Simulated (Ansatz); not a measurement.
YAlGe:
```cif
data_Al4Ge4Y4
_chemical_formula_sum 'Y4 Al4 Ge4'
_space_group_name_H-M_alt 'Cmcm'
_space_group_IT_number 63
_space_group_name_Hall '-C 2c 2'
_cell_length_a 4.03400
_cell_length_b 10.46923
_cell_length_c 5.75639
_cell_angle_alpha 90.000
_cell_angle_beta 90.000
_cell_angle_gamma 90.000
loop_
_atom_site_label
_atom_site_type_symbol
_atom_site_symmetry_multiplicity
_atom_site_Wyckoff_symbol
_atom_site_fract_x
_atom_site_fract_y
_atom_site_fract_z
_atom_site_occupancy
Y1 Y 4 c 0.00000 0.68985 0.25000 1
Al1 Al 4 a 0.00000 0.00000 0.00000 1
Ge1 Ge 4 c 0.00000 0.39501 0.25000 1
```
(The calculation used a cell of 6 atoms; values per cell refer to that cell.)

Relaxed with r²SCAN.

**Question.** Which orbitals make up the states near the Fermi level in DFT-r²SCAN in the program Ansatz with PAW potentials?

**Answer.** Within 0.5 eV of the Fermi level: Y 4d 46 %, Ge 4p 29 %, Al 3p 12 %, Al 3s 6 %. Projections are on Löwdin-orthogonalised atomic valence shells; empty p or d shells of many metals are not among them.

**Question.** Tabulate the density of states.

**Answer.** States/eV per cell of 6 atoms, in 0.25 eV bins, energy from the Fermi level.

```tsv
E (eV)	total	Y 4d	Ge 4p	Al 3p
-7.85	0.00	0.00	0.00	0.00
-7.60	0.46	0.05	0.18	0.01
-7.35	0.53	0.07	0.19	0.04
-7.10	0.55	0.07	0.19	0.06
-6.85	0.61	0.08	0.20	0.08
-6.60	0.58	0.08	0.18	0.09
-6.35	0.69	0.10	0.21	0.12
-6.10	1.04	0.15	0.33	0.19
-5.85	1.43	0.20	0.47	0.25
-5.60	1.98	0.28	0.67	0.31
-5.35	2.52	0.33	0.90	0.35
-5.10	2.28	0.35	0.78	0.32
-4.85	1.67	0.29	0.56	0.27
-4.60	1.17	0.17	0.44	0.25
-4.35	1.07	0.14	0.43	0.25
-4.10	1.91	0.25	0.84	0.51
-3.85	2.41	0.31	1.10	0.67
-3.60	1.79	0.24	0.83	0.48
-3.35	2.14	0.32	1.03	0.51
-3.10	3.02	0.54	1.51	0.62
-2.85	2.83	0.56	1.29	0.60
-2.60	2.72	0.54	1.00	0.83
-2.35	2.80	0.63	0.93	0.88
-2.10	3.70	1.03	1.15	1.15
-1.85	4.70	1.55	1.57	1.21
-1.60	3.69	1.36	1.32	0.73
-1.35	3.91	1.47	1.39	0.72
-1.10	3.82	1.52	1.45	0.55
-0.85	2.25	0.93	0.81	0.32
-0.60	2.08	0.91	0.66	0.28
-0.35	2.07	0.91	0.66	0.25
-0.10	1.75	0.82	0.50	0.20
0.15	1.33	0.64	0.36	0.15
0.40	1.32	0.65	0.31	0.15
0.65	1.77	0.89	0.34	0.20
0.90	3.10	1.66	0.48	0.34
1.15	2.98	1.70	0.38	0.34
1.40	3.43	2.09	0.32	0.40
1.65	2.70	1.60	0.25	0.29
1.90	3.70	2.14	0.32	0.41
2.15	4.37	2.51	0.37	0.47
2.40	4.22	2.38	0.30	0.50
2.65	4.13	2.33	0.30	0.50
2.90	3.91	2.16	0.26	0.46
3.15	4.50	2.43	0.30	0.51
3.40	4.25	2.32	0.31	0.48
3.65	4.21	2.24	0.34	0.51
3.90	4.34	2.37	0.37	0.53
4.15	5.45	3.07	0.45	0.69
4.40	5.80	3.22	0.50	0.83
4.65	5.72	3.10	0.58	0.69
```

The first step of the workflow began from a Materials Project structure, measured or hypothetical; the Crystallography Open Database files this formula in space group No. 63, but the cells were not matched. Its standing as an ambient phase is unchecked. The cell was relaxed with r²SCAN under the symmetry of its start; its stability against distortions is not shown here. No spin polarisation was allowed. Scalar-relativistic: spin–orbit coupling is off unless named, which matters more the heavier the elements.

Potentials: the earlier of the program's two PAW sets.
